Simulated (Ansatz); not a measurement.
Si2F3: relaxation step by step

The guess for Si2F3 was made by a generator: random cell by space group and Wyckoff sites (P6/mmm, No. 191). Its size is a rough estimate.

```xyz
5
Lattice="4.5943 0.0000 0.0000 -2.2971 3.9788 0.0000 0.0000 0.0000 2.5490" Properties=species:S:1:pos:R:3 pbc="T T T"
Si    0.0000    2.6525    1.2745
Si    2.2971    1.3263    1.2745
F     0.0000    2.6525    0.0000
F     2.2971    1.3263    0.0000
F     0.0000    0.0000    0.0000
```

Method: DFT PBE, scalar-relativistic, plane waves, PAW in Ansatz. Cutoff 420 eV, Gaussian smearing, Γ-centred meshes. Cell and atoms relax first on a coarse mesh and then on a finer one. In between, the cell is made exact in the group found at 0.06 Å. In metals the finer mesh still leaves noise of several meV/atom or more. The steps can't lower the symmetry of their start. No spin polarisation in the relaxation; trial moments died out in a coarse test.

Steps on the 6×6×6 mesh (5 atoms, 15 steps). The free energy counts from the last step; the plane-wave basis is renewed at times, which shifts energy and pressure.

| step | ΔF (meV/atom) | V (Å³/atom) | P (GPa) |
| --- | --- | --- | --- |
| 1 | 4791.5 | 9.32 | 206.87 |
| 2 | 3243.9 | 9.75 | 145.40 |
| 3 | 2140.2 | 10.15 | 99.96 |
| 4 | 1372.6 | 10.53 | 66.50 |
| 5 | 829.3 | 10.61 | 44.32 |
| 6 | 504.3 | 10.93 | 23.79 |
| 7 | 336.1 | 11.05 | 9.19 |
| 8 | 297.3 | 11.05 | 0.11 |
| 9 | 82.4 | 11.05 | 16.67 |
| 10 | 17.1 | 11.78 | 5.49 |
| 11 | 10.1 | 12.28 | -0.55 |
| 12 | 9.6 | 12.25 | 0.08 |
| 13 | 0.2 | 12.25 | 0.58 |
| 14 | 0.3 | 12.31 | 0.04 |
| 15 | 0.0 | 12.31 | 0.05 |

The relaxed structure, after a last relaxation on the converged mesh:

```cif
data_structure
_symmetry_space_group_name_H-M 'P 1'
_symmetry_Int_Tables_number 1
_cell_length_a 4.4382
_cell_length_b 4.4382
_cell_length_c 3.6015
_cell_angle_alpha 90.000
_cell_angle_beta 90.000
_cell_angle_gamma 120.000
_cell_volume 61.44
loop_
_atom_site_label
_atom_site_type_symbol
_atom_site_fract_x
_atom_site_fract_y
_atom_site_fract_z
_atom_site_occupancy
Si1 Si 0.33333 0.66667 0.50000 1
Si2 Si 0.66667 0.33333 0.50000 1
F1 F 0.33333 0.66667 0.00000 1
F2 F 0.66667 0.33333 0.00000 1
F3 F 0.00000 0.00000 0.00000 1
```

The symmetry stays P6/mmm (No. 191). The volume per atom grows by 31.9 %, from 9.3 to 12.3 Å³. The shortest distance goes from 1.27 Å (Si–F) to 1.80 Å (Si–F). The ratio c/a of the conventional cell changes by a factor of 1.46. The energy falls by about 4.8 eV/atom (the start's value is from the coarse mesh). Si has 2 F at 1.80 Å; F on a site of symmetry -6m2 has 2 Si at 1.80 Å and 6 F at 2.56 Å; F on a site of symmetry 6/mmm is surrounded by 6 F at 2.56 Å (long against covalent radii, as for large ions).

- Volume per atom: 12.29 Å³
- Density: 3.06 g/cm³
- Energy over the elements: −1.28 eV/atom
- Gap on the 12×12×10 mesh of the 5-atom cell: 0 eV (a metal)

The zero of energy is the elements' standard structures at the same level (F₂ as a molecule); no fitted shifts are applied.

The last run used Gaussian smearing of 0.10 eV. An odd number of electrons in the primitive cell allows no gap without spin; a larger cell or a magnetic state could open one. A structure relaxed within its symmetry needn't be a true minimum. In all, the 3 runs took 2.6 min on 1 thread of Intel(R) Xeon(R) Processor @ 2.50GHz (Skylake/Cascade Lake) (shared host).
